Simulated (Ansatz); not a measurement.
BaHfO₃:
```xyz
5
Lattice="4.2066 0.0000 0.0000 0.0000 4.2066 0.0000 0.0000 0.0000 4.2066" Properties=species:S:1:pos:R:3 pbc="T T T"
Ba     0.0000     0.0000     0.0000
Hf     2.1033     2.1033     2.1033
O      0.0000     2.1033     2.1033
O      2.1033     2.1033     0.0000
O      2.1033     0.0000     2.1033
```

Relaxed with PBE. Special points in fractions of this cell's reciprocal vectors: Γ (0.000, 0.000, 0.000); X (0.000, 0.500, 0.000); M (0.500, 0.500, 0.000); R (0.500, 0.500, 0.500).

Question: List the band energies nearest the valence-band maximum at these points for PBE with spin–orbit coupling in the plane-wave PAW code Ansatz.

Answer: In eV from the valence-band maximum; about four levels below and three above (degenerate sets whole), none deeper than 8.9 eV; points with the same levels are listed once.

```
k                    below                          above
-  -----------------------  -----------------------------
Γ  -0.07 -0.07 -0.07 -0.07            3.54 3.54 3.54 3.54
X  -0.54 -0.54 -0.34 -0.34            4.06 4.06 6.13 6.13
M  -0.81 -0.81 -0.05 -0.05            6.07 6.07 6.24 6.24
R      0.00 0.00 0.00 0.00  6.00 6.00 6.04 6.04 6.04 6.04
```

Space group Pm-3m (cubic perovskite). The cell was relaxed with PBE under the symmetry of its start. No spin polarisation was allowed.

Potentials: the earlier of the program's two PAW sets.
